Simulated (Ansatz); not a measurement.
Zn₄TeS₃:
```yaml
crystal:
  lattice:
    - [3.92768, 0.00000, 0.00000]
    - [0.00000, 3.92768, 0.00000]
    - [0.00000, 0.00000, 10.99432]
  atoms:
    - { symbol: Zn, position: [0.50000, 0.00000, 0.84946] }
    - { symbol: S, position: [0.50000, 0.50000, 0.73271] }
    - { symbol: Zn, position: [0.00000, 0.50000, 0.61612] }
    - { symbol: S, position: [0.00000, 0.00000, 0.50000] }
    - { symbol: Zn, position: [0.50000, 0.00000, 0.38388] }
    - { symbol: S, position: [0.50000, 0.50000, 0.26729] }
    - { symbol: Zn, position: [0.00000, 0.50000, 0.15054] }
    - { symbol: Te, position: [0.00000, 0.00000, 0.00000] }
```

Relaxed with PBEsol. Special points in fractions of this cell's reciprocal vectors: Γ (0.000, 0.000, 0.000); X (0.000, 0.500, 0.000); M (0.500, 0.500, 0.000); Z (0.000, 0.000, 0.500); R (0.000, 0.500, 0.500); A (0.500, 0.500, 0.500).

Problem. List the band energies nearest the valence-band maximum at these points for PBEsol with spin–orbit coupling in the plane-wave PAW code Ansatz.

Solution. In eV from the valence-band maximum; about four levels below and three above (degenerate sets whole), none deeper than 8.9 eV; points with the same levels are listed once.

```
k                    below                above
-  -----------------------  -------------------
Γ    -0.36 -0.36 0.00 0.00  0.92 0.92 2.27 2.27
X  -1.54 -1.54 -0.13 -0.13  1.75 1.75 2.25 2.25
M  -2.83 -2.83 -2.45 -2.45  2.05 2.05 2.37 2.37
Z  -0.55 -0.55 -0.10 -0.10  1.98 1.98 2.13 2.13
R  -2.12 -2.12 -0.14 -0.14  2.37 2.37 2.68 2.68
A  -3.02 -3.02 -2.61 -2.61  2.87 2.87 3.12 3.12
```

Space group P-4m2. The start of the workflow was typed in or built on a structure type; neither database checked (COD, Materials Project) lists it. Whether it is the stable phase at ambient conditions was not checked. The PBEsol relaxation kept the symmetry of its start; whether a distortion lowers the energy is not shown.

Potentials: the earlier of the program's two PAW sets. The files were generated under PBE; for other functionals the program regenerates the frozen cores, and for LDA and PBEsol the local potential too.
